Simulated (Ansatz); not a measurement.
Ansatz (a first-principles code) input:

Ansatz 0.2 input:
```yaml
crystal:
  lattice:
    - [1.4925721257, 0.8617369186, 4.6272446296]
    - [-1.4925721257, 0.8617369186, 4.6272446296]
    - [0.0, -1.7234738371, 4.6272446296]
  atoms:
    - { symbol: Cr, position: [0.0, 0.0, 0.0], spin: 2.72 }
    - { symbol: N, position: [0.75, 0.75, 0.75], spin: 0.0 }
    - { symbol: Cr, position: [0.5, 0.5, 0.5], spin: -2.72 }
    - { symbol: N, position: [0.25, 0.25, 0.25], spin: 0.0 }
kpoints:
  mp_grid: { grid: [9, 9, 9] }
hamiltonian:
  xc: r2scan
  pseudopotentials: { azcp: { folder: ./paw }, kind: paw }
magnetization: { spin_polarized: true }
scf:
  occupations: { method: gaussian, width: 0.02 }
output:
  optics: { e_range: [0.0, 15.0], de: 0.05, sigma: 0.1, bands: { spectra_wanted_up_to: 12 eV } }
```

Output (shortened):

```
basis.fft_grid_basis auto: the FFT boxes are laid along the combinations [[1, 0, -1], [0, 1, -1], [0, 0, 1]] of the cell's own vectors, 2.985, 2.985 and 4.938 …
output.optics: the spectra are integrated over the Brillouin zone by k·p interpolation around the k-points, where levels, occupations, output.optics.sigma and …
Pseudopotential: Cr, paw, valence charge 14
Pseudopotential: N, paw, valence charge 5
Functional definition: r2SCAN
Crystal: 4 atoms, lattice volume = 35.709 Å³
Basis set: ecut = 500 eV, 899 PW (Γ), FFT grids on a1−a3, a2−a3, a3, exchange–correlation on 96×96×160 points (64 copies of the dense FFT grid, shifted against one another)
Bands: 27, of which v1, the nominal top of the filled ones, is band 19 counted from 1 (18 counted from 0)
Symmetry: 12 space group operations
Space group: R-3m (ITA 166), of the structure as read, at distance tolerance 3.3e-5 Å
k-points: 85 of 729
Starting moments: Σ|m| = 5.44 μB on 2 of 4 sites
Starting magnetic order: antiferromagnet; a translation exchanges its spin sublattices: spin-degenerate at every k-point
spin-down is spin-up translated by (0.5, 0.5, 0.5) …
SCF iter   1: F=—  HF=-7538.977989 eV  |F-HF|=—  |Δ(HF+E_count)|=         —  Δρ=8.24e-2 (↑8.24e-2 ↓8.24e-2)  dr2=8.33e0  dr2_τ=2.01e-1  dr2_m=3.89e-1  M=0.000 μB ∫|m|=5.200 μB  β_m=0.30  ethr=3.10e-3  ⟨swp⟩=4.4  Hψ=8067  notcnv=0
Mixer restart at iter 1: flushing history
preconditioner: auto → none
SCF iter   2: F=—  HF=-7538.005205 eV  |F-HF|=—  |Δ(HF+E_count)|=   9.73e-1  Δρ=4.65e-2 (↑4.65e-2 ↓4.65e-2)  dr2=2.36e-1  dr2_τ=5.80e-2  dr2_m=4.99e-1  M=0.000 μB ∫|m|=5.476 μB  β_m=0.30  ethr=3.10e-3  ⟨swp⟩=3.0  Hψ=5612  notcnv=0  defer=93  κ⁻¹=1.0e0(r=1)
SCF iter   3: F=—  HF=-7539.033448 eV  |F-HF|=—  |Δ(HF+E_count)|=         —  Δρ=4.00e-2 (↑4.00e-2 ↓4.00e-2)  dr2=1.31e-1  dr2_τ=1.39e-2  dr2_m=4.18e-1  M=0.000 μB ∫|m|=5.638 μB  β_m=1.00  ethr=6.21e-4  ⟨swp⟩=2.0  Hψ=3559  notcnv=0  defer=95
Mixer restart at iter 3: flushing history
SCF iter   4: F=—  HF=-7538.462982 eV  |F-HF|=—  |Δ(HF+E_count)|=   5.70e-1  Δρ=6.12e-3 (↑6.12e-3 ↓6.12e-3)  dr2=2.02e-2  dr2_τ=6.28e-4  dr2_m=7.24e-3  M=0.000 μB ∫|m|=5.707 μB  β_m=0.30  ethr=1.32e-4  ⟨swp⟩=3.0  Hψ=4889  notcnv=0  defer=95
SCF iter   5: F=—  HF=-7538.459144 eV  |F-HF|=—  |Δ(HF+E_count)|=   3.84e-3  Δρ=3.24e-3 (↑3.24e-3 ↓3.24e-3)  dr2=6.54e-4  dr2_τ=2.48e-4  dr2_m=3.02e-3  M=0.000 μB ∫|m|=5.703 μB  β_m=0.30  ethr=5.32e-5  ⟨swp⟩=2.4  Hψ=3834  notcnv=0  defer=91  κ⁻¹=1.0e0(r=1)
SCF iter   6: F=—  HF=-7538.460226 eV  |F-HF|=—  |Δ(HF+E_count)|=   1.08e-3  Δρ=2.45e-3 (↑2.45e-3 ↓2.45e-3)  dr2=1.40e-4  dr2_τ=7.39e-5  dr2_m=1.82e-3  M=0.000 μB ∫|m|=5.704 μB  β_m=0.30  ethr=1.72e-6  ⟨swp⟩=2.0  Hψ=4499  notcnv=0  defer=91  κ⁻¹=2.1e-2(r=2)
SCF iter   7: F=—  HF=-7538.461433 eV  |F-HF|=—  |Δ(HF+E_count)|=   1.21e-3  Δρ=8.07e-4 (↑8.07e-4 ↓8.07e-4)  dr2=4.96e-5  dr2_τ=8.61e-6  dr2_m=1.93e-4  M=0.000 μB ∫|m|=5.705 μB  β_m=0.30  ethr=3.67e-7  ⟨swp⟩=2.0  Hψ=4454  notcnv=0  defer=91  κ⁻¹=3.6e-3(r=3)
SCF iter   8: F=—  HF=-7538.461594 eV  |F-HF|=—  |Δ(HF+E_count)|=   1.61e-4  Δρ=1.74e-4 (↑1.74e-4 ↓1.74e-4)  dr2=1.03e-5  dr2_τ=3.96e-7  dr2_m=6.49e-6  M=0.000 μB ∫|m|=5.703 μB  β_m=0.30  ethr=1.30e-7  ⟨swp⟩=2.0  Hψ=3910  notcnv=0  defer=91  κ⁻¹=9.1e-4(r=4)
SCF iter  15: F=-7538.461611 eV  HF=-7538.461611 eV  |F-HF|=2.73e-12  |Δ(HF+E_count)|=  4.55e-12  Δρ=5.42e-8 (↑5.42e-8 ↓5.42e-8)  dr2=7.31e-13  dr2_τ=2.00e-14  dr2_m=5.67e-13  M=0.000 μB ∫|m|=5.701 μB  ethr=1.00e-12  ⟨swp⟩=6.1  Hψ=6663  notcnv=0
SCF 1 converged in 15 iterations: F = -7538.461611 eV  dr2 = 7.31e-13
NSCF: frozen V_eff on 85 k-points
spin-down is spin-up translated by (0.5, 0.5, 0.5) …
Optics k sum: 0 of 85 k-points
Optics k sum: 5 of 85 k-points
Optics k sum: 9 of 85 k-points
Optics k sum: 13 of 85 k-points
Optics k sum: 17 of 85 k-points
Optics k sum: 22 of 85 k-points
Optics k sum: 26 of 85 k-points
Optics k sum: 30 of 85 k-points
Optics k sum: 34 of 85 k-points
Optics k sum: 39 of 85 k-points
Optics k sum: 43 of 85 k-points
Optics k sum: 47 of 85 k-points
Optics k sum: 51 of 85 k-points
Optics k sum: 56 of 85 k-points
Optics k sum: 60 of 85 k-points
Optics k sum: 64 of 85 k-points
Optics k sum: 68 of 85 k-points
Optics k sum: 73 of 85 k-points
Optics k sum: 77 of 85 k-points
Optics k sum: 81 of 85 k-points
Optics k sum: 85 of 85 k-points
Optics k sum: 0 of 85 k-points
Optics k sum: 5 of 85 k-points
Optics k sum: 9 of 85 k-points
Optics k sum: 13 of 85 k-points
Optics k sum: 17 of 85 k-points
Optics k sum: 22 of 85 k-points
Optics k sum: 26 of 85 k-points
Optics k sum: 30 of 85 k-points
Optics k sum: 34 of 85 k-points
Optics k sum: 39 of 85 k-points
Optics k sum: 43 of 85 k-points
Optics k sum: 47 of 85 k-points
Optics k sum: 51 of 85 k-points
Optics k sum: 56 of 85 k-points
Optics k sum: 60 of 85 k-points
Optics k sum: 64 of 85 k-points
Optics k sum: 68 of 85 k-points
Optics k sum: 73 of 85 k-points
Optics k sum: 77 of 85 k-points
Optics k sum: 81 of 85 k-points
Optics k sum: 85 of 85 k-points
output.optics treated this state as an insulator …
output.optics: what the bands over the 33 summed would add to eps1, eps2 and the energy-loss function is held between a lower and an upper bound (16 Lanczos …
Stability not checked (another_mixer)
SCF converged after 15 iterations
Magnetization: 0.0000 μB (19.0000 up, 19.0000 down)
Absolute magnetization: 5.6977 μB (∫|ρ↑−ρ↓|, with the PAW one-centre terms)
Spin contamination: 2.7438 ħ² per cell (⟨S²⟩ above its minimum at these occupations)
Per-site moments (μB) at R_I (Å): [(2.366613542590125, 0.8562305853564482), (-2.3441295786189557e-16, 0.8562305853564482), (-2.366613542590125, 0.8562305853564482), (2.249976224659571e-16, 0.8562305853564482)]
Free energy (F): -7538.461611 eV
Harris-Foulkes:  -7538.461611 eV  (|F-HF|=2.73e-12)
Internal energy: -7538.461611 eV  (E = F + TS)
E sigma→0 (E₀):  -7538.461611 eV
Fermi energy:    16.807521 eV
--- Per-component energies (eV) ---
  E_band       = -327.937387
  E_kinetic    = 860.512700
  E_local      = -2626.163518  (includes V_loc(G=0)·N_el)
  E_nonlocal   = 163.008491
  E_hartree    = 1173.329978
  E_xc         = -340.865733
  E_vxc        = -492.215231  (∫ρ·V_xc dr)
  E_paw        = -2721.381038  (= ΣΔE_a)
  E_vpaw       = -610.693916  (= ΣTr[D̂ρ^β])
  E_aug_tail   = 0.000611  (compensation charges beyond the density's cutoff)
  E_vtau       = 30.953517  (kinetic-family band-sum trace: ∫τ·v_τ [+ j·A + Jᵃ·Aᵃ] dr)
  E_ewald      = -4046.299317
  E_core_change = -0.603783  (= ΣΔE_core)
  E_smearing   =  0.000000  (= −TS)
  E_closure    = 0.000000  (closes the sum)
  Σ components = -7538.461611   (vs F -7538.461611, Δ=0.00e0)
  [band-id]    e_kinetic+e_local+e_nonlocal+2·e_hartree+e_vxc+e_vpaw+e_augmentation_tail+e_vtau = -327.937389   (vs E_band -327.937387, Δ=-2.06e-6)
--- Band table (eV; the first three rows and the last of 170) ---
  k-point 0 ↑: bands = ["-59.3230", "-55.8478", "-29.6026", "-29.4210", "-29.4210", "-26.0973", "-25.8940", "-25.8940", "-1.1735", "1.6341", "8.6483", "11.2987", "11.2987", "14.5138", "14.5138", "15.0622", "15.3873", "15.3873", "15.8372", "16.9699", …
  k-point 1 ↑: bands = ["-59.3209", "-55.8454", "-29.5986", "-29.4401", "-29.4254", "-26.0937", "-25.9172", "-25.8992", "-0.9661", "1.5726", "8.9165", "11.2967", "11.4010", "13.7148", "14.0500", "14.3808", "15.0004", "15.5440", "15.8847", "17.3016", …
  k-point 2 ↑: bands = ["-59.3155", "-55.8393", "-29.5883", "-29.4883", "-29.4366", "-26.0848", "-25.9756", "-25.9123", "-0.4089", "1.4470", "9.5819", "11.1921", "11.6569", "11.9876", "13.3565", "13.4521", "14.9065", "15.6277", "16.1804", "17.9475", …
  k-point 84 ↓: bands = ["-59.3208", "-55.8455", "-29.5942", "-29.4403", "-29.4254", "-26.1012", "-25.9170", "-25.8993", "0.0422", "0.2060", "11.0359", "11.3105", "12.1528", "12.5598", "12.9299", "12.9607", "14.7972", "15.0108", "16.1625", "18.4271", …
```

Cost: around 6 core-minutes (rough) on shared cores.

A made-up cell: these elements were put on the sites of a structure type; the Crystallography Open Database copy checked does not list it. COD files the formula under space group No. 225, so this cell is another polymorph or a model. Whether it is the stable phase at ambient conditions was not checked. The r²SCAN relaxation kept the symmetry of its start, as lowered by the spin order; whether a distortion lowers the energy is not shown. The final state is antiferromagnetic, chosen from 3 collinear starts compared on coarse meshes (ties went to the first, and starts can fall back to one state), not a proven ground state. Other orbital occupations within this spin state were not tried. No Hubbard U is applied. Point labels and valley counts follow the cell and symmetry of the run, lower than the named group.

Potentials: the earlier of the program's two PAW sets.

Ansatz is a plane-wave DFT program.
